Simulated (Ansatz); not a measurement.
Input and command of a calculation in Ansatz (plane waves; scalar-relativistic PAW potentials unless the input names others):

```yaml
crystal:
  lattice:
    - [3.0601616564, 0.0, 0.0]
    - [0.0, 3.0601616564, 0.0]
    - [0.0, 0.0, 3.0601616564]
  atoms:
    - { symbol: Al, position: [0.0, 0.0, 0.0] }
    - { symbol: Pt, position: [0.5, 0.5, 0.5] }
basis:
  ecutwfc: 420
kpoints:
  mp_grid: { grid: [14, 14, 14] }
hamiltonian:
  xc: pbesol
  dispersion: d3bjatm
scf:
  occupations: { method: gaussian, width: 0.1 }
output:
  forces: true
  eigenvalues: true
  stress: true
```

```bash
ansatz run input.yaml --threads 1 --pin off --max-ram 2560MiB --backend cpu --events-out ev --progress --plain --runs-dir out
```

Abridged log:
```
Pseudopotentials: kind: paw
Pseudopotential: Al, paw, valence charge 3, recommended cutoff 420 eV (normal)
Pseudopotential: Pt, paw, valence charge 18, recommended cutoff 420 eV (normal)
Functional definition: PBEsol
Crystal: 2 atoms, lattice volume = 28.657 Å³
Basis set: ecut = 420 eV, 587 PW (Γ), exchange–correlation on 48×48×48 points (8 copies of the dense FFT grid, shifted against one another)
Bands: 15, of which v1, the nominal top of the filled ones, is band 11 counted from 1 (10 counted from 0)
Symmetry: 48 space group operations
Space group: Pm-3m (ITA 221), of the structure as read, at distance tolerance 3.1e-5 Å
k-points: 120 of 2744
Initial density: superposition of atomic densities (neutral atoms: chi_scale 0, normalization atom), corrected by the library's trained network
Initial wavefunctions: pseudopotential atomic-orbital guess
Functional: x = pbesol(κ = 0.804, μ = 0.12345679), c = pbesol(β = 0.046)
SCF iter   1: F=—  HF=-12911.214180 eV  |F-HF|=—  |Δ(HF+E_count)|=         —  Δρ=2.92e-3  dr2=1.45e-3  ethr=1.77e-3  ⟨swp⟩=5.1  Hψ=8740  notcnv=0
SCF iter   2: F=—  HF=-12911.214735 eV  |F-HF|=—  |Δ(HF+E_count)|=   5.55e-4  Δρ=1.61e-3  dr2=4.48e-4  ethr=6.92e-6  ⟨swp⟩=2.2  Hψ=3466  notcnv=0
SCF iter   3: F=—  HF=-12911.214606 eV  |F-HF|=—  |Δ(HF+E_count)|=   1.28e-4  Δρ=1.69e-4  dr2=6.82e-6  ethr=2.13e-6  ⟨swp⟩=2.5  Hψ=2447  notcnv=0
SCF iter   4: F=—  HF=-12911.214580 eV  |F-HF|=—  |Δ(HF+E_count)|=   2.63e-5  Δρ=3.07e-5  dr2=1.32e-7  ethr=3.25e-8  ⟨swp⟩=2.3  Hψ=2756  notcnv=0
SCF iter   5: F=-12911.214580 eV  HF=-12911.214580 eV  |F-HF|=5.78e-9  |Δ(HF+E_count)|=   4.39e-8  Δρ=6.46e-6  dr2=7.39e-9  ethr=6.27e-10  ⟨swp⟩=2.4  Hψ=2779  notcnv=0
SCF iter   6: F=-12911.214580 eV  HF=-12911.214580 eV  |F-HF|=3.64e-12  |Δ(HF+E_count)|=   2.25e-9  Δρ=4.35e-7  dr2=1.35e-11  ethr=3.52e-11  ⟨swp⟩=2.9  Hψ=6020  notcnv=0
SCF 1 converged in 6 iterations: F = -12911.214580 eV  dr2 = 1.35e-11
SCF converged after 6 iterations
Free energy (F): -12911.214580 eV
Harris-Foulkes:  -12911.214580 eV  (|F-HF|=3.64e-12)
Internal energy: -12911.210267 eV  (E = F + TS)
E sigma→0 (E₀):  -12911.212423 eV
Entropy (-TS):   -0.004313 eV (-2.157 meV/atom)
Fermi energy:    17.449923 eV
  E_disp       = -0.981524  (pairwise vdW)
--- Forces (eV/Å), atoms counted from 1 ---
  atom   1  Al     0.00000000     0.00000000     0.00000000
  atom   2  Pt     0.00000000     0.00000000     0.00000000
--- Stress (GPa, compression-positive) ---
       -4.815142       0.000000       0.000000
        0.000000      -4.815142       0.000000
        0.000000       0.000000      -4.815142
  P = ⅓ Tr σ = -4.8151 GPa (-48.151 kbar)
```

Apart from outputs, empty bands and the relaxation, which only the reference makes, the input differs from a reference run on usual settings in hamiltonian.dispersion: not typed → "d3bjatm". The reference, at the same geometry, ended its own course with pressure -0.01 GPa, largest force 0.000 eV/Å, no gap on the mesh. This run converged in 6 SCF iterations with an energy at zero smearing 491 meV/atom below the reference's (the Hamiltonian itself differs), pressure -4.82 GPa, largest force 0.000 eV/Å, no gap on the mesh.

Time: 2.6 s on 1 thread of Arm Neoverse V2 (shared host), peak memory 0.32 GiB.